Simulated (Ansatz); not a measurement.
Here is the system:

GeSb$_{2}$Te$_{4}$:
```
GeSb2Te4
1.0
    2.12351     1.22601    13.41115
   -2.12351     1.22601    13.41115
    0.00000    -2.45202    13.41115
Ge Sb Te
1 2 4
Direct
  0.00000   0.00000   0.00000
  0.42427   0.42427   0.42427
  0.57573   0.57573   0.57573
  0.13373   0.13373   0.13373
  0.86627   0.86627   0.86627
  0.29190   0.29190   0.29190
  0.70810   0.70810   0.70810
```

This is the PBE+D3(BJ)-relaxed structure. Tensor components refer to the Cartesian frame of this cell.

**Question.** All from PBE+D3(BJ) in the plane-wave PAW code Ansatz, unless another level is named. Estimate the band gap.

**Answer.** 0.09 eV (smallest direct gap 0.11 eV).

**Question.** And the gap with spin–orbit coupling?

**Answer.** 0.07 eV (the band order may be inverted).

**Question.** What about the HSE06 gap on the PBE+D3(BJ) cell?

**Answer.** 0.27 eV.

**Question.** Predict the valence-band maximum.

**Answer.** at T.

**Question.** Predict the conduction-band minimum.

**Answer.** off the standard path, at k = (-0.150, -0.150, -0.086) in fractions of the reciprocal vectors.

Space group R-3m. Symmetry was held in the PBE+D3(BJ) relaxation. Spin–orbit coupling is left out wherever it is not named.

Potentials: the later of the program's two PAW sets.
